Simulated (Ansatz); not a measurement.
Starting cell, BN (zinc blende):

```yaml
crystal:
  lattice:
    - [0.00000, 3.60973, 3.60973]
    - [1.80487, 0.00000, 1.80487]
    - [1.80487, 1.80487, 0.00000]
  atoms:
    - { symbol: N, position: [0.37500, 0.75000, 0.75000] }
    - { symbol: N, position: [0.87500, 0.75000, 0.75000] }
    - { symbol: B, position: [0.00000, 0.00000, 0.00000] }
    - { symbol: B, position: [0.50000, 0.00000, 0.00000] }
```

A phonon eigenvector at L = (0.5, 0.0, 0.0) is frozen into this cell: atom i moves by Q times the vector below, so Q is the largest atomic displacement, in Å. The cell is held. (q is in reciprocal vectors of the primitive cell; the cell shown is doubled to hold the pattern.)

| atom | x | y | z |
|---|---|---|---|
| N1 | -0.577 | 0.577 | 0.577 |
| N2 | 0.577 | -0.577 | -0.577 |
| B3 | 0.351 | -0.351 | -0.351 |
| B4 | -0.351 | 0.351 | 0.351 |

Computed with r2SCAN (plane waves to 500 eV, PAW, scalar-relativistic; Ansatz, an electronic-structure program). k mesh 8×16×16 (Γ-centred), Fermi-Dirac smearing 0.05 eV. Stress and pressure are positive under compression. Left out: 2 of 13 points, with atoms too close for the PAW data. BN was relaxed with its symmetry unable to fall. 

```tsv
Q (Å)	P (GPa)	−dE/dQ from forces (eV/Å)
-0.233	57.0	46.304
-0.187	34.7	31.711
-0.140	18.8	?
-0.093	?	12.759
-0.047	2.0	6.030
0.000	0.0	0.000
0.047	2.0	-6.030
0.093	?	-12.759
0.140	18.8	?
0.187	34.7	-31.711
0.233	57.0	-46.304
```

Q: Fill in the missing entries.

A: 
- -0.140, −dE/dQ from forces (eV/Å): 20.985
- -0.093, P (GPa): 8.1
- 0.093, P (GPa): 8.1
- 0.140, −dE/dQ from forces (eV/Å): -20.985

(For displaced atoms, the force is minus the slope of the energy, and its curvature is a force constant, which sets phonon frequencies.)
